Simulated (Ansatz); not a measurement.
input.yaml (Ansatz)

```yaml
crystal:
  lattice:
    - [-1.7921839535, 1.4717603116, 1.3127332909]
    - [1.4717603116, -1.7921839535, 1.3127332909]
    - [3.3163287715, 3.3163287715, -1.8995897779]
  atoms:
    - { symbol: Rh, position: [0.9584030104, 0.0415969896, 0.0], spin: 1.0 }
    - { symbol: Rh, position: [0.7915969896, 0.2084030104, 0.5], spin: 1.0 }
hamiltonian:
  xc: r2scan
  pseudopotentials:
    kind: paw
    azcp:
      Rh: "pseudopotentials/Rh.paw.azcp"
basis:
  ecutwfc: 500
  fft_grid_basis: typed
kpoints:
  mp_grid: { grid: [17, 17, 8], shift: [0, 0, 0] }
magnetization:
  spin_polarized: true
scf:
  occupations: { method: fermi_dirac, width: 0.05 }
  lower_state_search: "off"
output:
  stress: true
```

Terminal output

```
Engine: ansatz 0.2.0, aarch64-unknown-linux-gnu
Pseudopotentials: kind: paw
Pseudopotential: Rh, paw, valence charge 17, recommended cutoff 500 eV (meta_gga) 
Functional definition: r2SCAN
  parameter k0 = 0.174
  parameter k1 = 0.065
  parameter a1 = 4.9479
  exchange = r2scan_x(k0 = k0, k1 = k1, a1 = a1)
  correlation = r2scan_c
Crystal: 2 atoms, lattice volume = 26.432 Å³
Basis set: ecut = 500 eV, 687 PW (Γ), exchange–correlation on 80×80×160 points (64 copies of the dense FFT grid, shifted against one another)
Bands: 22, of which v1, the nominal top of the filled ones, is band 17 counted from 1 (16 counted from 0)
Symmetry: 4 space group operations
Space group: C2/c (ITA 15), of the structure as read, at distance tolerance 3.0e-5 Å
Magnetic group: BNS 15.85 (UNI 92), of the structure as read, at distance tolerance 3.0e-5 Å
k-points: 621 of 2312
Non-local potential: Rh, projectors of the file, l = 0: 3, l = 1: 2, l = 2: 2, l = 3: 1
PAW form: soft (Blöchl's): semilocal exchange-correlation on the pseudo side does not see the compensation charge
PAW frozen core: Rh, regenerated for the run's functional (the file was generated under x = pbe(κ = 0.804, μ = 0.2195149727645171), c = pbe(β = 0.06672455060314922))
PAW one-centre angular grid: Rh, 590 points (default); XC on 160 Gauss nodes
Initial density: superposition of atomic densities (chi_scale 0.1, normalization cell)
Starting moments: Σ|m| = 2 μB on 2 of 2 sites
Initial wavefunctions: pseudopotential atomic-orbital guess
Functional: x = r2scan, c = r2scan; τ floored in thin density (d = 2e-4 eV/Å³)
SCF iter   1: F=-12829.354834 eV  HF=-12830.923385 eV  |F-HF|=1.57e0  |Δ(HF+E_count)|=         —  Δρ=7.48e-2 (↑7.48e-2 ↓3.50e-2)  dr2=2.49e0  dr2_τ=3.34e-2  dr2_m=2.17e-1  M=1.208 μB ∫|m|=1.228 μB  β_m=0.30  ethr=3.10e-3  ⟨swp⟩=4.8  Hψ=113469  notcnv=0
SCF iter   2: F=-12830.049327 eV  HF=-12830.433783 eV  |F-HF|=3.84e-1  |Δ(HF+E_count)|=   4.90e-1  Δρ=4.80e-2 (↑4.80e-2 ↓2.24e-2)  dr2=9.09e-1  dr2_τ=1.28e-2  dr2_m=1.19e-1  M=1.164 μB ∫|m|=1.194 μB  β_m=0.30  ethr=3.10e-3  ⟨swp⟩=2.0  Hψ=47915  notcnv=0  defer=20  κ⁻¹=1.0e0(r=1)
SCF iter   3: F=-12830.377086 eV  HF=-12830.306574 eV  |F-HF|=7.05e-2  |Δ(HF+E_count)|=   1.27e-1  Δρ=1.81e-2 (↑1.81e-2 ↓1.75e-2)  dr2=3.84e-2  dr2_τ=6.32e-3  dr2_m=6.20e-2  M=1.136 μB ∫|m|=1.176 μB  β_m=0.30  ethr=2.67e-3  ⟨swp⟩=2.1  Hψ=49476  notcnv=0  defer=20  κ⁻¹=4.9e-4(r=2)
SCF iter   4: F=-12830.362762 eV  HF=-12830.388205 eV  |F-HF|=2.54e-2  |Δ(HF+E_count)|=   8.16e-2  Δρ=1.98e-2 (↑7.27e-3 ↓1.98e-2)  dr2=6.61e-2  dr2_τ=1.89e-3  dr2_m=3.56e-2  M=1.100 μB ∫|m|=1.149 μB  β_m=0.30  ethr=1.13e-4  ⟨swp⟩=2.1  Hψ=64476  notcnv=0  defer=20  κ⁻¹=2.4e-4(r=3)
SCF iter   5: F=-12830.393614 eV  HF=-12830.381726 eV  |F-HF|=1.19e-2  |Δ(HF+E_count)|=   6.48e-3  Δρ=1.20e-2 (↑1.20e-2 ↓1.00e-2)  dr2=1.67e-3  dr2_τ=1.17e-3  dr2_m=2.91e-2  M=1.032 μB ∫|m|=1.088 μB  β_m=0.30  ethr=1.13e-4  ⟨swp⟩=2.0  Hψ=57621  notcnv=0  defer=20  κ⁻¹=4.6e-6(r=4)
...
iter 24 did not close the SCF: its close was put off for a magnetic moment that had not settled (scf_convergence_deferred on its scf_iter line)
SCF iter  24: F=-12830.423001 eV  HF=-12830.423001 eV  |F-HF|=2.94e-9  |Δ(HF+E_count)|=   4.73e-9  Δρ=8.74e-7 (↑8.74e-7 ↓8.69e-7)  dr2=2.18e-11  dr2_τ=1.31e-11  dr2_m=1.66e-10  M=-0.000 μB ∫|m|=0.000 μB  β_m=1.20  ethr=1.00e-12  ⟨swp⟩=1.0  Hψ=94372  notcnv=0  κ⁻¹=3.7e-6(r=8)
SCF iter  25: F=-12830.423001 eV  HF=-12830.423001 eV  |F-HF|=9.82e-11  |Δ(HF+E_count)|=   5.16e-9  Δρ=1.16e-7 (↑1.06e-7 ↓1.16e-7)  dr2=2.08e-12  dr2_τ=1.35e-13  dr2_m=1.41e-12  M=-0.000 μB ∫|m|=0.000 μB  ethr=1.00e-12  ⟨swp⟩=1.0  Hψ=84504  notcnv=0
WARN: the starting moments were not kept: the SCF closed with an absolute magnetisation of 4.1e-6 μB, where they sum to 2 μB in size (2 sites). That is at most 0.1 of that sum. Measured as dr2_m measures the in/out step, that magnetisation stands 8.2e-12 eV from none, at or under the dr2_threshold of 1.0e-7 eV: it is no larger than a step whose dr2_m would equal this threshold. The system may hold no moment; this SCF shows only that its start led to no more than that. To try another start: raise the starting moments (crystal.atoms[].spin, magnetization.per_species, magnetization.initial_magnetization, or on a non-collinear deck that types none of these the spinor_matrix: blocks that start its atoms; where the total moment is fixed, keep their sum and leave initial_magnetization as it is; typed ones take the place of any that the run laid by itself, positive ones on a crystal's lanthanoids without a Hubbard term where scf.initial_density.shell_occupations: [] is typed) or, if the notice of its spin-set hold's release reads "site moments contracting" or "site moments show no strong build", lengthen the hold (scf.mixing.spin_hold: { on: { confirm: 4 } }; for m-r²SCAN on two components see the key's manual first). Each may lead to a state that holds a moment. A second SCF, from the converged charge density, with the starting moments and any scf.initial_density.shell_occupations laid on it anew, would have followed, and was not run: the deck does not ask for one (magnetization.retry_lost_moments is false, the default). To let it run, set magnetization.retry_lost_moments: true and run the deck again, where that key's refused combinations let it; where memory then withholds it, that run's warning says so.
SCF 1 converged in 25 iterations: F = -12830.423001 eV  dr2 = 2.08e-12
this state was not tested for a lower state beside it, because the mixer in use, unlike msr1, does not test its closes by its own steps (another_mixer; see scf.mixing.algorithm and scf.lower_state_search)
SCF converged after 25 iterations
Magnetization: -0.0000 μB (17.0000 up, 17.0000 down)
Absolute magnetization: 0.0000 μB (∫|ρ↑−ρ↓|, with the PAW one-centre terms)
Spin contamination: 0.0000 ħ² per cell (⟨S²⟩ above its minimum at these occupations)
Per-site moments (μB) at R_I (Å): [(-1.954849055355235e-6, 1.0897979999943748), (-1.954849055366622e-6, 1.0897979999943748)]
Free energy (F): -12830.423001 eV
Harris-Foulkes:  -12830.423001 eV  (|F-HF|=9.82e-11)
Internal energy: -12830.398779 eV  (E = F + TS)
E sigma→0 (E₀):  -12830.410890 eV
Entropy (-TS):   -0.024222 eV (-12.111 meV/atom)
Fermi energy:    23.478548 eV
--- Per-component energies (eV) ---
  E_band       = -170.204420
  E_kinetic    = 1149.554912
  E_local      = -3033.036334  (includes V_loc(G=0)·N_el)
  E_nonlocal   = 710.975280
  E_hartree    = 1069.715187
  E_xc         = -434.754301
  E_vxc        = -629.978702  (∫ρ·V_xc dr)
  E_paw        = -7208.652687  (= ΣΔE_a)
  E_vpaw       = -549.753550  (= ΣTr[D̂ρ^β])
  E_aug_tail   = 0.001246  (compensation charges beyond the density's cutoff)
  E_vtau       = 42.602381  (kinetic-family band-sum trace: ∫τ·v_τ [+ j·A + Jᵃ·Aᵃ] dr)
  E_ewald      = -5083.462162
  E_core_change = -0.739919  (= ΣΔE_core)
  E_smearing   = -0.024222  (= −TS)
  E_closure    = 0.000000  (closes the sum)
  Σ components = -12830.423001   (vs F -12830.423001, Δ=0.00e0)
--- Stress (GPa, compression-positive) ---
       12.681509       0.141344       0.100064
        0.141344      12.681509       0.100064
        0.100064       0.100064      12.650586
  P = ⅓ Tr σ = 12.6712 GPa (126.712 kbar)
```

Command:

```sh
ansatz run input.yaml --threads 2 --pin off --max-ram 6144MiB --backend cpu --events-out ev --progress --plain --runs-dir out
```

On 2 threads of Arm Neoverse V1 (shared host) this took about 140 s of wall time and 280 s of CPU time, with 0.88 GiB at the peak.
